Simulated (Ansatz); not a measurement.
TiH₂ in space group I4/mmm (No. 139; H on 4d, Ti on 2a) under volume change, the program Ansatz at the r²SCAN level (PAW), shape and atoms relaxed at each volume.

| V (Å³/atom) | E − E(relaxed) (meV/atom) | P (GPa) |
|---|---|---|
| 6.459 | 30.8 | 16.63 |
| 6.672 | 13.0 | 10.27 |
| 6.885 | 3.1 | 4.77 |
| 7.098 | 0.0 | 0.00 |
| 7.311 | [?] | [?] |
| 7.524 | 10.7 | -7.68 |
| 7.737 | [?] | [?] |

Task: Fill in the missing entries.

Result: 
- 7.311, E − E(relaxed) (meV/atom): 2.8
- 7.311, P (GPa): -4.12
- 7.737, E − E(relaxed) (meV/atom): 23.0
- 7.737, P (GPa): -10.76

Task: What does a third-order Birch–Murnaghan fit give for V₀, B₀ and B′?

Result: V₀ = 7.10 Å³/atom, B₀ = 147 GPa, B′ = 3.8.

The workflow started from an entry of the Crystallography Open Database (COD), which files this formula under 2 space groups. Its standing as an ambient phase is unchecked. The cell was relaxed with r²SCAN under the symmetry of its start; its stability against distortions is not shown here. No spin polarisation was allowed.

Potentials: the later of the program's two PAW sets.
